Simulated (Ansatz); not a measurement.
A generated cell, not matched to a known phase here, of TiB: P4/mmm (No. 123), tP2; a = 2.5608 Å, b = 2.5608 Å, c = 3.2276 Å, α = 90.00°, β = 90.00°, γ = 90.00°; B 1d (0.500, 0.500, 0.500); Ti 1a (0.000, 0.000, 0.000). Computed with r2SCAN (plane waves to 500 eV, PAW, scalar-relativistic; Ansatz, an electronic-structure program). Element references, the lowest calculated here: Ti (P6/mmm, not the ambient form), B (R-3m).

Q: Predict the formation energy of this P4/mmm form of TiB from the elements from r2SCAN.

A: -0.16 eV/atom.

A lower structure of this composition may exist.

Static energies, no anion corrections, no zero-point energy. Values are rounded to 0.01 eV/atom. Not shown to be the ambient phase of their composition (a lower form may be missing, and a cell relaxed within its start's symmetry can be a saddle point): TiB (P4/mmm). The compounds carry no spin polarisation. The relaxed primitive cell holds an odd number of electrons. A magnetic state may lie lower.
